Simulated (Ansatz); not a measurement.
Te2W:
```
CELL_PARAMETERS angstrom
      3.47541     0.00000     0.00000
     -1.73770     3.00979     0.00000
      0.00000     0.00000    13.83177
ATOMIC_POSITIONS crystal
  Te 0.33333 0.66667 0.88041
  Te 0.66667 0.33333 0.11959
  Te 0.66667 0.33333 0.38041
  Te 0.33333 0.66667 0.61959
  W  0.33333 0.66667 0.25000
  W  0.66667 0.33333 0.75000
```

Relaxed with LDA. Special points in fractions of this cell's reciprocal vectors: Γ (0.000, 0.000, 0.000); M (0.500, 0.000, 0.000); K (0.333, 0.333, 0.000); A (0.000, 0.000, 0.500); L (0.500, 0.000, 0.500); H (0.333, 0.333, 0.500).

### Question
List the band energies nearest the valence-band maximum at these points for plane-wave PAW LDA (Ansatz code).

### Answer
In eV from the valence-band maximum; about four levels below and three above (degenerate sets whole), none deeper than 8.9 eV; points with the same levels are listed once.

```csv
k,below,above
Γ,-0.96 -0.96 -0.49 -0.02,3.08 3.08 3.21 3.21
M,-1.26 -1.16 -0.71 -0.38,1.74 1.79 1.81
K,-1.98 -1.98 -0.34 0.00,1.09 1.09 1.23
A,-0.98 -0.98 -0.98 -0.98 -0.14 -0.14,3.11 3.11 3.11 3.11
L,-1.18 -1.18 -0.55 -0.55,1.76 1.76 2.07 2.07
H,-2.19 -2.19 -0.21 -0.21,1.09 1.09 1.81 1.81
```

Space group P6_3/mmc. The first step of the workflow began from a Materials Project structure, measured or hypothetical; the Crystallography Open Database copy checked does not list it. COD files the formula under space group No. 31, so this cell is another polymorph or a model. Its standing as an ambient phase is unchecked. The LDA relaxation kept the symmetry of its start; whether a distortion lowers the energy is not shown. The run is not spin-polarised. A crystal of weakly bound layers computed without a dispersion correction: the cell and the soft elastic constants depend strongly on that. Scalar-relativistic: spin–orbit coupling is off unless named, which matters more the heavier the elements.

Potentials: the later of the program's two PAW sets.
